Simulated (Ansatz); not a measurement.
**ZnPt (P4/mmm): several responses side by side**

The conventional cell has a = 2.835 Å, b = 2.835 Å, c = 3.471 Å, α = 90.00°, β = 90.00°, γ = 90.00°. Zn (atom 1) has 8 Pt at 2.65 Å and 4 Zn at 2.84 Å as nearest neighbours. Around Pt (atom 2) lie 8 Zn at 2.65 Å and 4 Pt at 2.84 Å.

Ansatz runs use the cell relaxed by PAW under their functional.

Task: What do its conduction electrons give? (PBEsol, all-electron LAPW in Ansatz 0.2.0, scalar-relativistic; a = 2.835, c = 3.471 Å; k mesh 12×12×10, fine mesh 20×20×16, Fermi-Dirac smearing of 0.050 eV, basis error target 1 meV/atom)

Result: Fermi-surface sums: N(E_F) = 0.22 states/eV/atom, ħω_p (r.m.s. of x, y, z) = 7.6 eV, Fermi speed = 1.15×10⁶ m/s.

Task: How stiff is it? (PBEsol, PAW on Ansatz 0.2.0's default frozen-core files (fitted under PBE), scalar-relativistic; a = 2.832, c = 3.481 Å; k mesh 16×16×12, strains of ±0.008, Fermi-Dirac smearing of 0.100 eV, cutoff 420 eV)

Result: Elastic moduli (Hill averages, relaxed ions; θ_D from sound speeds over directions): B = 203 GPa, G = 73.8 GPa, C11 = 340 GPa, C33 = 240 GPa, C44 = 89.7 GPa, ν = 0.338, θ_D = 301 K.

Task: How does it vibrate? (PBEsol, PAW on Ansatz 0.2.0's default frozen-core files (fitted under PBE), scalar-relativistic; a = 2.834, c = 3.474 Å; k mesh 14×14×12, Fermi-Dirac smearing of 0.080 eV, cutoff 420 eV; q mesh 2×2×2)

Result: Harmonic phonons by finite displacements (negative means unstable): highest mode = 223 cm⁻¹, lowest at X = 84.8 cm⁻¹, lowest at M = 102 cm⁻¹, lowest at Z = 75.8 cm⁻¹, lowest at R = 47.8 cm⁻¹, lowest at A = 93.1 cm⁻¹, lowest optical at Γ = 160 cm⁻¹, highest at Γ = 206 cm⁻¹.

Keep in mind: no spin-orbit coupling on heavy atoms; these sums move with the mesh, by several per cent and more for small sheets (Fermi surface); frozen-core PAW files fitted under PBE, their cores solved anew for the functional of the run (moduli, phonons); responses of metals move with mesh and smearing (moduli, phonons); the softest shear constant rests on one k mesh, and a soft shear can herald a distortion on cooling (moduli); elastic stability says nothing of phonons or of other phases (moduli).
